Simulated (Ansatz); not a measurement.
E(q) of TiCo (Pm-3m)

```
CELL_PARAMETERS angstrom
2.98611 0.00000 0.00000
0.00000 2.98611 0.00000
0.00000 0.00000 2.98611
ATOMIC_POSITIONS crystal
Ti 0.00000 0.00000 0.00000
Co 0.50000 0.50000 0.50000
```

Geometry: a structure from the Materials Project; nothing is relaxed.

Common settings: PBEsol, 12×12×12 k mesh, Fermi–Dirac smearing of 0.03 eV. PAW means Ansatz 0.2.0 on its default frozen-core files; LAPW is all-electron LAPW in Ansatz 0.2.0. Site moments are integrated in spheres about the atoms, whose radii differ between the methods. Start moments of the first PAW run (μB): Co2 0.8.

Flat spirals without spin–orbit coupling: moments start in the xy plane and turn about z by q·R from cell to cell, and their directions inside a cell are free. q runs from Γ to R = (0.500, 0.500, 0.500) in reciprocal cell vectors. Energies count from each method's run at q = 0. Each q is a vector of the k mesh, and the mesh is shifted by q/2 where needed, so that both spin components are sampled on the same points as at q = 0. In Ansatz a GGA is taken by the program's default for non-collinear spins.

```json
{"fraction of Γ–R": "0.000", "q (1/Å)": "0.000", "ΔF PAW (meV/cell)": "0.0", "ΔF LAPW (meV/cell)": "0.0", "largest moment, PAW (μB)": "?"}
{"fraction of Γ–R": "0.167", "q (1/Å)": "0.304", "ΔF PAW (meV/cell)": "-2.4", "ΔF LAPW (meV/cell)": "–", "largest moment, PAW (μB)": "0.89"}
{"fraction of Γ–R": "0.333", "q (1/Å)": "0.607", "ΔF PAW (meV/cell)": "+8.7", "ΔF LAPW (meV/cell)": "–", "largest moment, PAW (μB)": "0.74"}
{"fraction of Γ–R": "0.500", "q (1/Å)": "0.911", "ΔF PAW (meV/cell)": "+21.1", "ΔF LAPW (meV/cell)": "+22.7", "largest moment, PAW (μB)": "0.57"}
{"fraction of Γ–R": "0.667", "q (1/Å)": "1.215", "ΔF PAW (meV/cell)": "+22.9", "ΔF LAPW (meV/cell)": "–", "largest moment, PAW (μB)": "?"}
{"fraction of Γ–R": "0.833", "q (1/Å)": "1.519", "ΔF PAW (meV/cell)": "+22.1", "ΔF LAPW (meV/cell)": "–", "largest moment, PAW (μB)": "0.57"}
{"fraction of Γ–R": "1.000", "q (1/Å)": "1.822", "ΔF PAW (meV/cell)": "+22.7", "ΔF LAPW (meV/cell)": "+24.1", "largest moment, PAW (μB)": "0.56"}
```

**Question.** Give the missing entry: row "0.000", column "largest moment, PAW (μB)".

**Answer.** 0.85.

**Question.** What belongs in the row "0.667", column "largest moment, PAW (μB)"?

**Answer.** 0.51.

The lowest point lies at 0.167 of the way, 2.4 meV/cell under q = 0, so a modulated state wins along this line.

The PAW files were made with PBE; the program remakes their cores once for the run's functional and then keeps them frozen. The Ansatz runs typed with the search for lower states off end where their start leads. The magnetic state is the one that this cell and start allow. It needn't be the compound's measured order, which may need a larger cell or be absent.
